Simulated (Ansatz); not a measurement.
## HoZn₂O: start and end of a relaxation

A trial structure of HoZn₂O was built thus: random cell by space group and Wyckoff sites (P6/mmm, No. 191). The dimensions are guesses.

POSCAR.start

```
Ho Zn O
1.0
     3.15127    0.00000    0.00000
    -1.57564    2.72908    0.00000
     0.00000    0.00000    7.77573
Ho Zn O
1 2 1
Direct
  0.00000 0.00000 0.00000
  0.00000 0.00000 0.31156
  0.00000 0.00000 0.68844
  0.00000 0.00000 0.50000
```

All numbers below come from DFT PBE, scalar-relativistic, plane waves, PAW, and for the lanthanide a 4f-in-core norm-conserving potential, in Ansatz. Cutoff 690 eV, Gaussian smearing, Γ-centred meshes. Cell and atoms relax first on a coarse mesh and then on a finer one. In between, the cell is made exact in the group found at 0.06 Å. In metals the finer mesh still leaves noise of several meV/atom or more. The steps can't lower the symmetry of their start. No spin polarisation.

POSCAR.end

```
Ho Zn O
1.0
     3.25071    0.00000    0.00000
    -1.62535    2.81519    0.00000
     0.00000    0.00000    9.32701
Ho Zn O
1 2 1
Direct
  0.00000 0.00000 0.00000
  0.00000 0.00000 0.30947
  0.00000 0.00000 0.69053
  0.00000 0.00000 0.50000
```

The symmetry stays P6/mmm (No. 191). The volume per atom grows by 27.6 %, from 16.7 to 21.3 Å³. The shortest distance goes from 1.47 Å (Zn–O) to 1.78 Å (Zn–O). The ratio c/a of the conventional cell changes by a factor of 1.16. The energy falls by about 1.3 eV/atom (the start's value is from the coarse mesh).

| Item | Value |
| --- | --- |
| Volume per atom | 21.34 Å³ |
| Density | 6.06 g/cm³ |
| Energy over the elements | +0.01 eV/atom |
| Gap on the 18×18×6 mesh of the 4-atom cell | 0 eV (a metal) |

The zero of energy is the elements' standard structures at the same level (O₂ as a molecule); no fitted shifts are applied. The formation energy is too near zero to say whether this cell lies below the elements.

The last run used Gaussian smearing of 0.10 eV. The k mesh leaves some 4 meV/atom of noise in the energy of each metallic cell. An odd number of valence electrons (the lanthanide is held trivalent, its 4f shell in the core) allows no gap without spin; another valence of the lanthanide, a larger cell or a magnetic state could open one. The cell is a metal run without spin; a magnetic state may lie lower. A structure relaxed within its symmetry needn't be a true minimum. In all, the 3 runs took 13 min on 1 thread of Intel(R) Xeon(R) Processor @ 2.50GHz (Skylake/Cascade Lake), with other jobs on the host. Another cell of HoZn2O relaxed alike, in P4/mmm, lies 1.16 eV/atom lower, so this cell isn't the stable form at this level.

The lanthanide is trivalent by construction, without f bands, f moments or other valences. The reference runs of the other elements, and any phases without the lanthanide, used 420 eV, which shifts energies against them by under 10 meV/atom. The lanthanide's reference is the lowest of its hcp, dhcp and fcc cells.
